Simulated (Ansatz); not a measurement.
Relaxed-ion elastic tensor of LaB6 in space group Pm-3m (No. 221; La on 1a, B on 6f) in GPa (Voigt order), LDA in the plane-wave PAW code Ansatz; density 4.92 g/cm³, 9.83 Å³ per atom.

```
 509  28.3  28.3   0.0   0.0   0.0
28.3   509  28.3   0.0   0.0   0.0
28.3  28.3   509   0.0   0.0   0.0
 0.0   0.0   0.0  97.8   0.0   0.0
 0.0   0.0   0.0   0.0  97.8   0.0
 0.0   0.0   0.0   0.0   0.0  97.8
```

Q: Is the crystal mechanically stable?

A: Yes: the smallest eigenvalue of C is 97.8 GPa.

Q: Work out the Voigt, Reuss and Hill averages.

A: K_V = 189, K_R = 189, K_H = 189; G_V = 155, G_R = 128, G_H = 142 GPa.

Q: Give Young's modulus, Poisson's ratio, Pugh's ratio and the universal anisotropy index.

A: E = 9KG/(3K + G) = 340 GPa; ν = 0.20; K/G = 1.33 (brittle by the Pugh limit of 1.75); A_U = 5G_V/G_R + K_V/K_R − 6 = 1.04.

Q: Estimate the sound speeds and the Debye temperature.

A: v_l = √((K + 4G/3)/ρ) = 8760 m/s, v_t = √(G/ρ) = 5370 m/s, mean 5920 m/s; Θ = (h/k)(3n/4πV)^(1/3) v_m = 823 K.

Q: Give the Zener ratio and Young's modulus along [100], [110] and [111].

A: A = 2C44/(C11 − C12) = 0.41; 1/E = S11 − 2(S11 − S12 − S44/2)Γ with Γ = 0, 1/4, 1/3 gives 506, 286, 250 GPa.

Symmetry was held in the LDA relaxation; of distortions, only those at the zone centre were tested. As this level gives no gap, shear constants depend on the k-mesh and smearing (Fermi–Dirac, 0.1 eV here). Scalar-relativistic: spin–orbit coupling is off unless named, which matters more the heavier the elements.

Potentials: the later of the program's two PAW sets.
